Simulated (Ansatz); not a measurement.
Space group R-3m:H (No. 166). a = 3.618 Å, b = 3.618 Å, c = 18.393 Å, α = 90.00°, β = 90.00°, γ = 120.00°
| atom | site | symmetry | x | y | z |
| --- | --- | --- | --- | --- | --- |
| Y | 6c | 3m | 0.3333 | 0.6667 | 0.9267 |
| C | 3a | -3m | 0.0000 | 0.0000 | 0.0000 |

Equation of state of this Y2C structure (not necessarily the ground state), with shape and atoms relaxed at each volume where symmetry leaves them free. It has no gap at any of these volumes. These are results of DFT r2SCAN, scalar-relativistic, plane waves, PAW in Ansatz 0.2.0, not measurements.

Cutoff 500 eV; k points 15×15×15 on the computed 3-atom cell (Γ-centred); Gaussian smearing, width 0.10 eV; no spin polarisation.

```csv
V (Å³/atom),E − E(largest V) (meV/atom),P (GPa)
21.774,3.53,4.50
22.469,-10.72,2.08
23.164,-15.17,0.01
23.858,-11.18,-1.79
24.553,0.00,-3.31
```

**Question.** Fit a third-order Birch–Murnaghan equation to E(V).

**Answer.** V0 = 23.16 Å³/atom, B0 = 64 GPa, B0' = 4.2.

Cost: 5 runs of about 18 core-minutes in all, on Intel Xeon Platinum 8259CL (Skylake/Cascade Lake) (shared hosts).